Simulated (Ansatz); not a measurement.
ReS2 (rutile, P4_2/mnm) under volume change, LDA (plane waves, PAW; program Ansatz), shape and atoms relaxed at each volume.

```tsv
V (Å³/atom)	E − E(relaxed) (meV/atom)	P (GPa)
15.746	90.6	20.36
16.265	37.9	12.39
16.784	8.9	5.67
17.303	0.0	0.00
17.822	8.0	-4.81
18.341	30.3	-8.84
18.860	64.5	-12.19
```

Task: What does a third-order Birch–Murnaghan fit give for V₀, B₀ and B′?

Result: V₀ = 17.30 Å³/atom, B₀ = 173 GPa, B′ = 4.7.

A made-up cell: these elements were put on the sites of a structure type; neither database checked (COD, Materials Project) lists it. Whether it is the stable phase at ambient conditions was not checked. Symmetry was held in the LDA relaxation; of distortions, only those at the zone centre were tested. The run is not spin-polarised. Spin–orbit coupling is left out wherever it is not named.

Potentials: the later of the program's two PAW sets.
